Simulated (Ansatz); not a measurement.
Nb (fcc (Cu type), space group No. 225) at seven volumes, DFT-PBEsol in the program Ansatz with PAW potentials, scaled uniformly. One row is withheld.

| V (Å³/atom) | P (GPa) |
|---|---|
| 16.500 | 19.44 |
| 17.044 | ? |
| 17.588 | 5.61 |
| 18.132 | 0.00 |
| 18.676 | -4.88 |
| 19.220 | -9.12 |
| 19.764 | -12.81 |

Problem. Fit the shown pressures and predict the withheld one.

Solution. P = (3/2)B₀(x^(7/2) − x^(5/2))[1 + (3/4)(B′ − 4)(x − 1)] with x = (V₀/V)^(2/3). Least squares on the six rows gives V₀ = 18.132 Å³/atom, B₀ = 174 GPa, B′ = 3.62. At V = 17.044, x = 1.0421 and P = 12.04 GPa. The run itself gave 12.05 GPa.

Space group Fm-3m (fcc (Cu type)). The workflow started from an entry of the Crystallography Open Database (COD), which files this formula under 2 space groups. It is not the phase usual at ambient conditions (space group No. 229). The PBEsol relaxation kept the symmetry of its start. At this level the phase is mechanically unstable. The run is not spin-polarised.

Potentials: the later of the program's two PAW sets.
